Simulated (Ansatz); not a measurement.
**Band structure of C**

```
CELL_PARAMETERS angstrom
2.47000 0.00000 0.00000
-1.23500 2.13908 0.00000
0.00000 0.00000 6.79000
ATOMIC_POSITIONS crystal
C 0.00000 0.00000 0.00000
C 0.00000 0.00000 0.50000
C 0.33333 0.66667 0.00500
C 0.66667 0.33333 0.50500
```

Atom numbers follow the list: C1, C2, C3, C4.

The conventional cell has a = 2.470 Å, b = 2.470 Å, c = 6.790 Å, α = 90.00°, β = 90.00°, γ = 120.00°. C (atom 1) has 3 C at 1.43 Å as nearest neighbours. Around C (atom 3) lie 3 C at 1.43 Å.

The geometry is COD entry 1200017, unchecked; take it as a test cell. It differs from other determinations.

All numbers below come from DFT, PBE, all-electron LAPW, scalar-relativistic (Ansatz 0.2.0).

Sampling and basis: a Γ-centred 19×19×6 k mesh, Fermi–Dirac smearing of 0.08 eV, basis error target 0.5 meV/atom, no spin polarisation.

Points in fractions of the reciprocal vectors of this cell: Γ (0, 0, 0), M (0.5, 0, 0), K (0.333, 0.333, 0), A (0, 0, 0.5), L (0.5, 0, 0.5), H (0.333, 0.333, 0.5). The path joins them by straight lines in the order Γ–M–K–Γ–A–L–H–A–L; legs that retrace an earlier one aren't tabulated. Energies are in eV from the Fermi level.

Question: Is there a gap?

Answer: None at this level of theory (metallic, semimetallic, or a small gap that the functional closes).

Question: List the levels between -8 and 6 eV at the symmetry points.

Answer: 
Γ: -6.60, -3.06 (×2), -3.04 (×2), 4.15
M: -6.43, -6.38, -2.76, -2.11, 1.46, 2.11
K: -0.63, -0.05 (×2), 0.63
A: -7.62 (×2), -3.05 (×4)
L: -6.41 (×2), -2.38 (×2), 1.61 (×2)
H: -0.04 (×2), -0.03 (×2)
